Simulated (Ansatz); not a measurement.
LaH$_{3}$:
```xyz
4
Lattice="0.0000 2.7865 2.7865 2.7865 0.0000 2.7865 2.7865 2.7865 0.0000" Properties=species:S:1:pos:R:3 pbc="T T T"
La     0.0000     0.0000     0.0000
H      2.7865     2.7865     2.7865
H      4.1797     4.1797     4.1797
H      1.3932     1.3932     1.3932
```

Relaxed with r²SCAN. Special points in fractions of this cell's reciprocal vectors: Γ (0.000, 0.000, 0.000); X (0.500, 0.000, 0.500); U (0.625, 0.250, 0.625); K (0.375, 0.375, 0.750); L (0.500, 0.500, 0.500); W (0.500, 0.250, 0.750).

Question: List the band energies nearest the valence-band maximum at these points for plane-wave PAW r²SCAN (Ansatz code).

Answer: In eV from the valence-band maximum; about four levels below and three above (degenerate sets whole), none deeper than 8.9 eV; points with the same levels are listed once.

```
k              below                above
-  -----------------  -------------------
Γ   -8.58 -3.59 0.00       0.28 0.28 0.28
X  -6.20 -5.87 -3.65       1.34 1.34 1.47
U  -5.66 -5.28 -4.32       1.08 1.20 1.38
L  -6.58 -4.59 -2.64  0.15 0.15 1.35 1.35
W  -5.21 -4.98 -4.98       0.49 1.39 1.39
```

Space group Fm-3m. The first step of the workflow began from a Materials Project structure, measured or hypothetical; the Crystallography Open Database copy checked does not list it. Whether it is the stable phase at ambient conditions was not checked. Symmetry was held in the r²SCAN relaxation. At this level the phase is dynamically unstable (imaginary phonons). Scalar-relativistic: spin–orbit coupling is off unless named, which matters more the heavier the elements.

Potentials: the later of the program's two PAW sets.
